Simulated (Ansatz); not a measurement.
LiRh under pressure

Method: DFT PBEsol, scalar-relativistic, plane waves, PAW (Ansatz). Run with 420 eV cutoff, 18×18×10 k-mesh, Gaussian smearing of 0.10 eV, no spin polarisation.

Starting point, cell and atoms relaxed:

```
CELL_PARAMETERS angstrom
2.62566 0.00000 0.00000
-1.31283 2.27389 0.00000
0.00000 0.00000 4.32600
ATOMIC_POSITIONS crystal
Li 0.00000 0.00000 0.50000
Rh 0.66667 0.33333 0.00000
```

Cell and atoms are relaxed at each pressure within the symmetry of the start, at zero temperature, so transitions that lower the symmetry aren't seen. The k-mesh given is that at zero pressure and may differ at others.

**Question.** Give the structure at 3 GPa.

**Answer.**
```
CELL_PARAMETERS angstrom
2.61099 0.00000 0.00000
-1.30549 2.26118 0.00000
0.00000 0.00000 4.26656
ATOMIC_POSITIONS crystal
Li 0.00000 0.00000 0.50000
Rh 0.66667 0.33333 0.00000
```
It takes space group P-6m2 (No. 187, hexagonal). Conventional cell: a = 2.611 Å, b = 2.611 Å, c = 4.267 Å, α = 90.00°, β = 90.00°, γ = 120.00°. Li (site symmetry -6m2) has 6 Li at 2.61 Å and 6 Rh at 2.61 Å as nearest neighbours. Rh (site symmetry -6m2) has 6 Rh at 2.61 Å and 6 Li at 2.61 Å as nearest neighbours.